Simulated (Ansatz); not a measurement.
# 6 guesses for Li3Dy and where they end

The calculation used DFT PBE, scalar-relativistic, plane waves, PAW, and for the lanthanide a 4f-in-core norm-conserving potential (Ansatz 0.2.0). All cells share a 630 eV cutoff and Γ-centred k meshes spaced at most about 0.3 Å⁻¹ (about 0.25 or finer for metals, 2π included). No spin polarisation in the final relaxations.

Each guess was relaxed in cell and atoms at zero pressure, within the symmetry of its start. All energies are static (0 K, no zero-point motion). Coordination counts all near atoms (those within 1.25 times the shortest distance at each site; a plus sign parts nearer from farther groups; a slash parts the counts of unlike sites).

| guess | made from | start group | V start (Å³/atom) | end group | V end (Å³/atom) | coordination at the end | gap on mesh (eV) | E over the lowest end (meV/atom) |
| --- | --- | --- | --- | --- | --- | --- | --- | --- |
| 1 | Al3Cu type | P4/mmm | 14.5 | P4/mmm | 22.6 | Li 8+4/4+9, Dy 12+2 | 0 | 0 |
| 2 | random cell | P4/mmm | 16.1 | P4/mmm | 25.5 | Li 6, Dy 6 | 0 | 358 |
| 3 | Fe3Co type | P4/mmm | 15.3 | P4/mmm | 23.8 | Li 10+4, Dy 10+4 | 0 | 75 |
| 4 | GdMg3 type | Fm-3m | 18.5 | ? | ? | ? | ? | ? |
| 5 | random cell | Pm-3m | 16.8 | Pm-3m (ReO3) | 65.7 | Li 2, Dy 6 | 0 | 1255 |
| 6 | ScPt3 type | Pm-3m | 13.8 | Pm-3m (Cu3Au (L1_2)) | 24.3 | Li 12, Dy 12 | 0 | 160 |

Guess 4 as it starts:

```
CELL_PARAMETERS angstrom
0.00000 3.33221 3.33221
3.33221 0.00000 3.33221
3.33221 3.33221 0.00000
ATOMIC_POSITIONS crystal
Li 0.50000 0.50000 0.50000
Li 0.25000 0.25000 0.25000
Li 0.75000 0.75000 0.75000
Dy 0.00000 0.00000 0.00000
```

Q: Fill in the missing row: what does this guess relax into, and where does it rank?

A: It ends in the BiF3 (D0_3) type, space group Fm-3m (No. 225), with a = 7.172 Å, 23.1 Å³/atom and no gap. It lies 119 meV/atom over the lowest end, above guess 3 and below guess 6. Counting all near atoms, this end has Li 8+6, Dy 8+6 and the lowest (guess 1) has Li 8+4/4+9, Dy 12+2.

```yaml
crystal:
  lattice:
    - [0.00000, 3.58577, 3.58577]
    - [3.58577, 0.00000, 3.58577]
    - [3.58577, 3.58577, 0.00000]
  atoms:
    - { symbol: Li, position: [0.50000, 0.50000, 0.50000] }
    - { symbol: Li, position: [0.25000, 0.25000, 0.25000] }
    - { symbol: Li, position: [0.75000, 0.75000, 0.75000] }
    - { symbol: Dy, position: [0.00000, 0.00000, 0.00000] }
```

Formation energies are uncorrected and refer to the elements' standard structures at the same level.

Q: Is the lowest end bound against the elements?

A: No: its formation energy is +0.11 eV/atom. A positive value: parting into the elements would lower its energy.

Cells relaxed within their symmetry can be saddle points. A lower structure may well exist outside this small set. Some structure types and database cells were kept out of the candidates from the start, so a known form may be missing.

The lanthanide is trivalent by construction, without f bands, f moments or other valences. The reference runs of the other elements, and any phases without the lanthanide, used 420 eV, which shifts energies against them by under 10 meV/atom. The lanthanide's reference is the lowest of its hcp, dhcp and fcc cells.
